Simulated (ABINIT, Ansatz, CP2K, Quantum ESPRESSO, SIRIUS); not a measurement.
AlIn: programs and potentials compared

```xyz
2
Lattice="3.0541 0.0000 0.0000 -1.5271 2.6450 0.0000 0.0000 0.0000 5.8280" Properties=species:S:1:pos:R:3 pbc="T T T"
Al   -0.0023    0.0495    0.0291
In    0.0348    0.0049    2.9541
```

The cell comes from a database or a generator and needn't be the stable form of this composition.

Atoms were shifted at random by some hundredths of an Å from the given cell, which wasn't relaxed again for these runs.

Alike in all runs: task single point; functional PBE; k mesh 10 × 10 × 5; occupations fermi-dirac, width 0.05 eV; no spin polarisation; no spin-orbit coupling. Pressure is positive in compression and, in plane waves, holds the error of the finite cutoff, which Ansatz's Pulay term estimates and takes out.

```tsv
program and potentials	plane-wave cutoff (eV)	notes	pressure (GPa)	energy over the undisturbed cell (meV/atom)
SIRIUS, PseudoDojo 0.4.1 PBE standard (scalar relativistic)	960	-	?	?
CP2K, POTENTIAL_UZH Al GTH-PBE-q3, In GTH-PBE-q13; TZVP-MOLOPT-PBE-GTH basis	-	atomic basis	0.07	-0.08
Ansatz, Ansatz PAW (earlier soft set)	420	Pulay term of +0.02 GPa included	-0.13	0.05
ABINIT, JTH PAW PBE v2.0	599	-	-0.16	0.27
Quantum ESPRESSO, SSSP 1.3 efficiency PBE	748	-	-0.17	0.05
```

Problem. Estimate from the other rows what the run with SIRIUS, PseudoDojo 0.4.1 PBE standard (scalar relativistic) gave.

Solution. Pressure -0.18 GPa; energy over the undisturbed cell 0.05 meV/atom. The other rows, which needn't bracket it: pressure -0.17 to 0.07; energy over the undisturbed cell -0.08 to 0.27.
